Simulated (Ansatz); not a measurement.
MoW:
```
MoW
1.0
    1.58006    -2.23620     0.00000
    1.58006     2.23620     0.00000
    0.00000     0.00000     4.46466
Mo W
1 1
Cartesian
  0.00000   0.00000   0.00000
  1.58006   0.00000   2.23233
```

Relaxed with r²SCAN. Special points in fractions of this cell's reciprocal vectors: Γ (0.000, 0.000, 0.000); Y (-0.500, 0.500, 0.000); C0 (-0.375, 0.625, 0.000); Σ0 (0.375, 0.375, 0.000); Z (0.000, 0.000, 0.500); A0 (0.375, 0.375, 0.500); E0 (-0.375, 0.625, 0.500); T (-0.500, 0.500, 0.500); S (0.000, 0.500, 0.000); R (0.000, 0.500, 0.500).

Task: List the band energies nearest the Fermi level at these points for DFT-r²SCAN in the program Ansatz with PAW potentials.

Result: In eV from the Fermi level; about four levels below and three above (degenerate sets whole), none deeper than 8.9 eV; points with the same levels are listed once.

```
k                     below           above
--  -----------------------  --------------
Γ   -3.64 -1.38 -1.36 -1.34  1.06 1.86 2.03
Y   -6.09 -5.80 -5.76 -3.66  1.02 2.11 2.99
C0  -4.79 -4.67 -3.67 -0.97  1.78 1.84 2.52
Z   -2.63 -2.62 -1.88 -1.71  0.97 1.23 1.70
A0  -3.39 -3.35 -3.32 -3.09  2.49 2.49 2.82
T   -3.64 -3.57 -0.97 -0.58  0.18 0.35 4.40
S   -3.28 -3.18 -2.23 -2.01  1.36 2.10 2.63
R   -6.34 -5.75 -3.67 -3.62  0.84 1.25 1.84
```

Space group Cmmm. The workflow started from a Materials Project entry (that database holds measured and hypothetical structures alike); the Crystallography Open Database copy checked does not list it. With Mo and W taken as one species the cell has the higher symmetry Im-3m, so it may be an ordered model of a mixed-site phase. Whether it is the stable phase at ambient conditions was not checked. The cell was relaxed with r²SCAN under the symmetry of its start; its stability against distortions is not shown here. No spin polarisation was allowed. Spin–orbit coupling is left out wherever it is not named.

Potentials: the later of the program's two PAW sets.
